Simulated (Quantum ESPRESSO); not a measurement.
## Al8P6CSe (finding a planted mistake in a log)

Simulated, not a measurement. The program is pw.x of Quantum ESPRESSO 7.5 (plane-wave density functional theory). The cell is made up: 16 atoms on a doubled zincblende/diamond lattice, with randomly drawn elements, strain and displacements, not relaxed. PseudoDojo standard norm-conserving files (v0.5 for PBE, v0.4.1 for LDA and PBEsol) set the functional; there is no spin polarisation, spin-orbit coupling or dispersion term, and the masses in the input are unused placeholders.

Intended input:

```
&control calculation='scf', pseudo_dir='./dojo.nc.sr.pbe.v0_5.standard.upf', outdir='./o', disk_io='low', tprnfor=.true., tstress=.true. /
&system ibrav=0, nat=16, ntyp=4, nbnd=43, ecutwfc=85.99341389, nosym=.true., tot_charge=0,
 occupations='smearing', smearing='fd', degauss=0.0018374661
/
&electrons conv_thr=7.350e-09, electron_maxstep=60, /
ATOMIC_SPECIES
Al 1.0 Al.upf
C 1.0 C.upf
P 1.0 P.upf
Se 1.0 Se.upf
CELL_PARAMETERS angstrom
5.6969 -0.0402 -0.0131
-0.0402 5.6208 -0.0412
-0.0262 -0.0824 11.2119
ATOMIC_POSITIONS angstrom
Al 0.0295 -0.1019 -0.0978
Al 0.1539 2.8288 2.8742
Al 3.0263 0.1046 2.6794
Al 2.7972 2.7982 0.2081
Al -0.1024 -0.0651 5.6123
Al -0.1269 2.8842 8.3867
Al 2.7293 0.016 8.5254
Al 2.8194 2.7719 5.5953
P 1.3371 1.3161 1.4762
C 1.5514 4.0009 4.1727
P 4.2733 1.4152 4.1734
P 4.2646 4.1391 1.3584
P 1.3558 1.3465 6.8868
P 1.3693 4.2059 9.7866
P 4.0029 1.2331 9.8576
Se 4.2036 4.2806 6.9812
K_POINTS automatic
4 4 2 1 1 1
```

The log is shortened where brackets say so; the opening notice, blank lines, dates and the lines on written files are dropped, and the path of the files is cut. It prints rydbergs, bohrs and kilobars, and counts compression as positive stress. Where no state is partly filled, the Fermi energy that it prints is only some level between the filled and the empty states on the mesh, and need not lie in the true gap.

Log of the intended run:

```
     Program PWSCF v.7.5
     Parallel version (MPI & OpenMP), running on       4 processor cores
     Number of MPI processes:                 4
     Threads/MPI process:                     1
     [start-up lines left out]
     bravais-lattice index     =            0
     lattice parameter (alat)  =      10.7659  a.u.
     unit-cell volume          =    2422.5056 (a.u.)^3
     number of atoms/cell      =           16
     number of atomic types    =            4
     number of electrons       =        74.00
     number of Kohn-Sham states=           43
     kinetic-energy cutoff     =      85.9934  Ry
     charge density cutoff     =     343.9737  Ry
     scf convergence threshold =      7.3E-09
     mixing beta               =       0.7000
     number of iterations used =            8  plain     mixing
     Exchange-correlation= PBE
                           (   1   4   3   4   0   0   0)
     [axes and pseudopotential details left out]
   Cartesian axes
     site n.     atom                  positions (alat units)
         1        Al     tau(   1) = (   0.0051781  -0.0178864  -0.0171668  )
         2        Al     tau(   2) = (   0.0270139   0.4965371   0.5045061  )
         3        Al     tau(   3) = (   0.5312041   0.0183604   0.4703130  )
         4        Al     tau(   4) = (   0.4909904   0.4911659   0.0365276  )
         5        Al     tau(   5) = (  -0.0179742  -0.0114270   0.9851227  )
         6        Al     tau(   6) = (  -0.0222747   0.5062614   1.4721110  )
         7        Al     tau(   7) = (   0.4790719   0.0028085   1.4964569  )
         8        Al     tau(   8) = (   0.4948871   0.4865495   0.9821387  )
         9        P      tau(   9) = (   0.2347001   0.2310140   0.2591162  )
        10        C      tau(  10) = (   0.2723160   0.7022749   0.7324308  )
        11        P      tau(  11) = (   0.7500891   0.2484090   0.7325537  )
        12        P      tau(  12) = (   0.7485619   0.7265330   0.2384389  )
        13        P      tau(  13) = (   0.2379825   0.2363501   1.2088347  )
        14        P      tau(  14) = (   0.2403522   0.7382584   1.7178343  )
        15        P      tau(  15) = (   0.7026259   0.2164451   1.7302969  )
        16        Se     tau(  16) = (   0.7378547   0.7513704   1.2254046  )
     number of k points=    16  Fermi-Dirac smearing, width (Ry)=  0.0018
                       cart. coord. in units 2pi/alat
        k(    1) = (   0.1262054   0.1285387   0.1282711), wk =   0.1250000
        k(    2) = (   0.1256080   0.1266721  -0.1258070), wk =   0.1250000
     [further k points left out]
     Dense  grid:   260983 G-vectors     FFT dimensions: (  64,  64, 125)
     Estimated max dynamical RAM per process >     505.06 MB
     Estimated total dynamical RAM >       1.79 GB
     Initial potential from superposition of free atoms
     starting charge      73.9795, renormalised to      74.0000
     Starting wfcs are   69 randomized atomic wfcs
     total cpu time spent up to now is        6.8 secs
     per-process dynamical memory:   363.3 Mb
     Self-consistent Calculation
     iteration #  1     ecut=    85.99 Ry     beta= 0.70
     Davidson diagonalization with overlap
     ethr =  1.00E-02,  avg # of iterations =  4.0
     total cpu time spent up to now is       18.3 secs
     total energy              =    -374.02222854 Ry
     estimated scf accuracy    <       1.80329123 Ry
     iteration #  2     ecut=    85.99 Ry     beta= 0.70
     Davidson diagonalization with overlap
     ethr =  2.44E-03,  avg # of iterations =  7.5
     total cpu time spent up to now is       32.1 secs
     total energy              =    -372.50998293 Ry
     estimated scf accuracy    <      18.52460884 Ry
     [iterations 3 to 13 left out]
     iteration # 14     ecut=    85.99 Ry     beta= 0.70
     Davidson diagonalization with overlap
     ethr =  1.10E-10,  avg # of iterations =  3.1
     total cpu time spent up to now is      173.7 secs
     total energy              =    -374.96333094 Ry
     estimated scf accuracy    <       0.00000002 Ry
     iteration # 15     ecut=    85.99 Ry     beta= 0.70
     Davidson diagonalization with overlap
     ethr =  2.67E-11,  avg # of iterations =  2.5
     total cpu time spent up to now is      183.1 secs
     End of self-consistent calculation
     [lines on levels left out]
     the Fermi energy is     5.5627 ev
!    total energy              =    -374.96333094 Ry
     estimated scf accuracy    <          1.6E-09 Ry
     smearing contrib. (-TS)   =      -0.00000000 Ry
     internal energy E=F+TS    =    -374.96333094 Ry
     The total energy is F=E-TS. E is the sum of the following terms:
     one-electron contribution =    -204.76508178 Ry
     hartree contribution      =     126.50590322 Ry
     xc contribution           =     -93.74235252 Ry
     ewald contribution        =    -202.96179985 Ry
     convergence has been achieved in  15 iterations
     Forces acting on atoms (cartesian axes, Ry/au):
     atom    1 type  1   force =    -0.03931265    0.03761244    0.04218038
     atom    2 type  1   force =     0.03323763    0.05016015    0.06555847
     atom    3 type  1   force =    -0.05828282   -0.06258679    0.05311328
     atom    4 type  1   force =    -0.03215639   -0.02207979   -0.03107528
     atom    5 type  1   force =     0.09905593    0.00556506   -0.11680734
     atom    6 type  1   force =     0.03608275   -0.06361442    0.02744538
     atom    7 type  1   force =    -0.06006396    0.00248486   -0.04761950
     atom    8 type  1   force =    -0.08209249    0.02165539   -0.10910151
     atom    9 type  3   force =     0.00911592    0.00307023   -0.03598726
     atom   10 type  2   force =    -0.01870733    0.00468462    0.00891505
     atom   11 type  3   force =     0.01855248    0.00317063    0.02567578
     atom   12 type  3   force =     0.04101095    0.01809313    0.00963277
     atom   13 type  3   force =    -0.00361897    0.01287310    0.05647874
     atom   14 type  3   force =     0.01173152   -0.05383414   -0.01162038
     atom   15 type  3   force =     0.08500150    0.06378765    0.02424708
     atom   16 type  4   force =    -0.03955406   -0.02104213    0.03896431
     Total force =     0.326747     Total SCF correction =     0.000122
     Computing stress (Cartesian axis) and pressure
          total   stress  (Ry/bohr**3)                   (kbar)     P=      -53.32
  -0.00040126   0.00011300  -0.00003810          -59.03       16.62       -5.60
   0.00011300  -0.00034164   0.00011695           16.62      -50.26       17.20
  -0.00003810   0.00011695  -0.00034453           -5.60       17.20      -50.68
     init_run     :      6.17s CPU      6.45s WALL (       1 calls)
     electrons    :    175.01s CPU    176.39s WALL (       1 calls)
     forces       :      2.69s CPU      2.76s WALL (       1 calls)
     stress       :      7.94s CPU      8.19s WALL (       1 calls)
     [timing details left out]
     PWSCF        :   3m12.19s CPU   3m14.29s WALL
     JOB DONE.
```

A second run was made from an input with one planted mistake. Its log:

```
     Program PWSCF v.7.5
     Parallel version (MPI & OpenMP), running on       4 processor cores
     Number of MPI processes:                 4
     Threads/MPI process:                     1
     [start-up lines left out]
     bravais-lattice index     =            0
     lattice parameter (alat)  =      10.7659  a.u.
     unit-cell volume          =    2422.5056 (a.u.)^3
     number of atoms/cell      =           16
     number of atomic types    =            4
     number of electrons       =        74.00
     number of Kohn-Sham states=           43
     kinetic-energy cutoff     =      85.9934  Ry
     charge density cutoff     =     343.9737  Ry
     scf convergence threshold =      7.3E-09
     mixing beta               =       0.7000
     number of iterations used =            8  plain     mixing
     Exchange-correlation= PBE
                           (   1   4   3   4   0   0   0)
     [axes and pseudopotential details left out]
   Cartesian axes
     site n.     atom                  positions (alat units)
         1        Al     tau(   1) = (   0.0051781  -0.0178864  -0.0171668  )
         2        Al     tau(   2) = (   0.0270139   0.4965371   0.5045061  )
         3        Al     tau(   3) = (   0.5312041   0.0183604   0.4703130  )
         4        Al     tau(   4) = (   0.4909904   0.4911659   0.0365276  )
         5        Al     tau(   5) = (  -0.0179742  -0.0114270   0.9851227  )
         6        Al     tau(   6) = (  -0.0222747   0.5062614   1.4721110  )
         7        Al     tau(   7) = (   0.4790719   0.0028085   1.4964569  )
         8        Al     tau(   8) = (   0.4948871   0.4865495   0.9821387  )
         9        P      tau(   9) = (   0.2347001   0.2310140   0.2591162  )
        10        C      tau(  10) = (   0.2723160   0.7022749   0.7324308  )
        11        P      tau(  11) = (   0.7500891   0.2484090   0.7325537  )
        12        P      tau(  12) = (   0.7485619   0.7265330   0.2384389  )
        13        P      tau(  13) = (   0.2379825   0.2363501   1.2088347  )
        14        P      tau(  14) = (   0.2403522   0.7382584   1.7178343  )
        15        P      tau(  15) = (   0.7026259   0.2164451   1.7302969  )
        16        Se     tau(  16) = (   0.7378547   0.7513704   1.2254046  )
     number of k points=     4  Fermi-Dirac smearing, width (Ry)=  0.0018
                       cart. coord. in units 2pi/alat
        k(    1) = (   0.2521121   0.2561441   0.1295031), wk =   0.5000000
        k(    2) = (   0.2515147   0.2542774  -0.1245750), wk =   0.5000000
     [further k points left out]
     Dense  grid:   260983 G-vectors     FFT dimensions: (  64,  64, 125)
     Estimated max dynamical RAM per process >     419.44 MB
     Estimated total dynamical RAM >       1.45 GB
     Initial potential from superposition of free atoms
     starting charge      73.9795, renormalised to      74.0000
     Starting wfcs are   69 randomized atomic wfcs
     total cpu time spent up to now is        3.0 secs
     per-process dynamical memory:   275.1 Mb
     Self-consistent Calculation
     iteration #  1     ecut=    85.99 Ry     beta= 0.70
     Davidson diagonalization with overlap
     ethr =  1.00E-02,  avg # of iterations =  4.0
     total cpu time spent up to now is        6.3 secs
     total energy              =    -374.00506630 Ry
     estimated scf accuracy    <       1.82176218 Ry
     iteration #  2     ecut=    85.99 Ry     beta= 0.70
     Davidson diagonalization with overlap
     ethr =  2.46E-03,  avg # of iterations =  7.5
     total cpu time spent up to now is        9.9 secs
     total energy              =    -372.51867722 Ry
     estimated scf accuracy    <      18.59115296 Ry
     [iterations 3 to 14 left out]
     iteration # 15     ecut=    85.99 Ry     beta= 0.70
     Davidson diagonalization with overlap
     ethr =  4.14E-11,  avg # of iterations =  5.0
     total cpu time spent up to now is       50.9 secs
     total energy              =    -374.95066723 Ry
     estimated scf accuracy    <          8.4E-09 Ry
     iteration # 16     ecut=    85.99 Ry     beta= 0.70
     Davidson diagonalization with overlap
     ethr =  1.14E-11,  avg # of iterations =  3.0
     total cpu time spent up to now is       53.3 secs
     End of self-consistent calculation
     [lines on levels left out]
     the Fermi energy is     5.7187 ev
!    total energy              =    -374.95066723 Ry
     estimated scf accuracy    <          4.5E-10 Ry
     smearing contrib. (-TS)   =      -0.00000000 Ry
     internal energy E=F+TS    =    -374.95066723 Ry
     The total energy is F=E-TS. E is the sum of the following terms:
     one-electron contribution =    -204.79054840 Ry
     hartree contribution      =     126.55841057 Ry
     xc contribution           =     -93.75672955 Ry
     ewald contribution        =    -202.96179985 Ry
     convergence has been achieved in  16 iterations
     Forces acting on atoms (cartesian axes, Ry/au):
     atom    1 type  1   force =    -0.03944681    0.03776133    0.04151906
     atom    2 type  1   force =     0.03304962    0.04957557    0.06542349
     atom    3 type  1   force =    -0.05871250   -0.06278306    0.05220575
     atom    4 type  1   force =    -0.03197297   -0.02215469   -0.03119832
     atom    5 type  1   force =     0.10006594    0.00610262   -0.11535095
     atom    6 type  1   force =     0.03610071   -0.06399347    0.02710128
     atom    7 type  1   force =    -0.06047174    0.00237267   -0.04686550
     atom    8 type  1   force =    -0.08210453    0.02149351   -0.10859126
     atom    9 type  3   force =     0.00964643    0.00339310   -0.03490969
     atom   10 type  2   force =    -0.01879318    0.00488323    0.00873540
     atom   11 type  3   force =     0.01944329    0.00336918    0.02496207
     atom   12 type  3   force =     0.04061196    0.01786700    0.00977411
     atom   13 type  3   force =    -0.00409471    0.01301640    0.05572842
     atom   14 type  3   force =     0.01154804   -0.05318814   -0.01161869
     atom   15 type  3   force =     0.08544069    0.06388995    0.02446010
     atom   16 type  4   force =    -0.04031024   -0.02160520    0.03862473
     Total force =     0.326016     Total SCF correction =     0.000027
     Computing stress (Cartesian axis) and pressure
          total   stress  (Ry/bohr**3)                   (kbar)     P=      -52.52
  -0.00037873   0.00011328  -0.00003932          -55.71       16.66       -5.78
   0.00011328  -0.00031660   0.00011642           16.66      -46.57       17.13
  -0.00003932   0.00011642  -0.00037573           -5.78       17.13      -55.27
     init_run     :      2.69s CPU      2.85s WALL (       1 calls)
     electrons    :     49.97s CPU     50.37s WALL (       1 calls)
     forces       :      1.08s CPU      1.13s WALL (       1 calls)
     stress       :      2.37s CPU      2.43s WALL (       1 calls)
     [timing details left out]
     PWSCF        :     56.29s CPU     57.04s WALL
     JOB DONE.
```

Question: what was wrong in the second input?

Answer: the k-point mesh is too coarse. The input lines that differ, file-writing options aside:

```
- 4 4 2 1 1 1
+ 2 2 2 1 1 1
```

|  | intended run | run with the mistake |
| --- | --- | --- |
| free energy (eV) | -5101.636 | -5101.464 |
| smearing term -TS (eV) | 0.0000 | 0.0000 |
| pressure (GPa) | -5.33 | -5.25 |
| largest force component (eV/Å) | 3.003 | 2.966 |
| largest change of a force component (eV/Å) |  | 0.037 |
| iterations | 15 | 16 |

For scale, a rerun of the intended cell at a cutoff of 1467 eV and k mesh 6 x 6 x 4 moved values by no more than 0.012 eV in energy, 0.02 GPa in stress and 0.005 eV/Å in force.